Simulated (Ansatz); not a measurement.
Ir (diamond, Fd-3m) at seven volumes, DFT-PBE in the program Ansatz with PAW potentials, scaled uniformly. One row is withheld.

```csv
V (Å³/atom),P (GPa)
19.636,22.04
20.284,?
20.931,6.08
21.579,0.00
22.226,-5.08
22.873,-9.31
23.521,-12.84
```

### Question
Fit the shown pressures and predict the withheld one.

### Answer
P = (3/2)B₀(x^(7/2) − x^(5/2))[1 + (3/4)(B′ − 4)(x − 1)] with x = (V₀/V)^(2/3). Least squares on the six rows gives V₀ = 21.579 Å³/atom, B₀ = 185 GPa, B′ = 4.98. At V = 20.284, x = 1.0421 and P = 13.36 GPa. The run itself gave 13.35 GPa.

The start of the workflow was typed in or built on a structure type; neither database checked (COD, Materials Project) lists it. It is not the phase usual at ambient conditions (space group No. 225). Symmetry was held in the PBE relaxation; whether a distortion lowers the energy is not shown. No spin polarisation was allowed. Scalar-relativistic: spin–orbit coupling is off unless named, which matters more the heavier the elements.

Potentials: the earlier of the program's two PAW sets.
